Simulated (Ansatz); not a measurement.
Polymorphs of Zn$_{3}$N$_{2}$, each relaxed with LDA (plane waves, PAW; program Ansatz):

A: anti-bixbyite (Ia-3), a = b = c = 9.5758 Å, α = β = γ = 90.00°

B: P6_3/mmc
a = 3.320 Å, b = 3.320 Å, c = 11.656 Å, α = 90.00°, β = 90.00°, γ = 120.00°

| atom | site | symmetry | x | y | z |
|---|---|---|---|---|---|
| Zn | 4f | 3m. | 0.3333 | 0.6667 | 0.0788 |
| Zn | 2b | -6m2 | 0.0000 | 0.0000 | 0.2500 |
| N | 2c | -6m2 | 0.3333 | 0.6667 | 0.2500 |
| N | 2a | -3m. | 0.0000 | 0.0000 | 0.0000 |

Question: Put the candidates in order of energy per atom at 0 K, lowest first, for LDA.

Answer: A (+0 meV/atom), B (+14 meV/atom)

Standing as an ambient phase not checked: B. All cells were relaxed under the symmetry of their starts (and spin orders); stability against distortions was not tested throughout.

Energies hold the estimated change up to a 700 eV cutoff; steps of a few meV lie near the error of the meshes.

Potentials: the later of the program's two PAW sets.
